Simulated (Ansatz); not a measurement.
Relaxed-ion elastic tensor of TiAl (L1₀ or tetragonal B2, P4/mmm) in GPa (Voigt order), plane-wave PAW PBE (Ansatz code); density 3.83 g/cm³, 16.23 Å³ per atom.

```tsv
	1	2	3	4	5	6
1	196	59.7	84.9	0.0	0.0	0.0
2	59.7	196	84.9	0.0	0.0	0.0
3	84.9	84.9	169	0.0	0.0	0.0
4	0.0	0.0	0.0	111	0.0	0.0
5	0.0	0.0	0.0	0.0	111	0.0
6	0.0	0.0	0.0	0.0	0.0	39.9
```

### Question
Is the crystal mechanically stable?

### Answer
Yes: the smallest eigenvalue of C is 39.9 GPa.

### Question
Work out the Voigt, Reuss and Hill averages.

### Answer
K_V = 113, K_R = 113, K_H = 113; G_V = 74.7, G_R = 61.6, G_H = 68.1 GPa.

### Question
Give Young's modulus, Poisson's ratio, Pugh's ratio and the universal anisotropy index.

### Answer
E = 9KG/(3K + G) = 170 GPa; ν = 0.25; K/G = 1.67 (near the Pugh limit of 1.75, no verdict); A_U = 5G_V/G_R + K_V/K_R − 6 = 1.06.

### Question
Estimate the sound speeds and the Debye temperature.

### Answer
v_l = √((K + 4G/3)/ρ) = 7300 m/s, v_t = √(G/ρ) = 4220 m/s, mean 4680 m/s; Θ = (h/k)(3n/4πV)^(1/3) v_m = 551 K.

### Question
Solve the Christoffel equation for the three sound speeds along x, y, z.

### Answer
Eigenvalues of C_ijkl n_j n_l equal ρv². In km/s, slowest first: x 3.23, 5.39, 7.16; y 3.23, 5.39, 7.16; z 5.39, 5.39, 6.64.

### Question
How much does each axis shrink under pressure?

### Answer
Linear compressibilities β_i = Σ_j S_ij (j = 1 to 3): x 2.9, y 2.9, z 3.0 per TPa.

Symmetry was held in the PBE relaxation; phonons on a q-mesh show no instability. The run is not spin-polarised. As this level gives no gap, shear constants depend on the k-mesh and smearing (Fermi–Dirac, 0.1 eV here).

Potentials: the later of the program's two PAW sets.
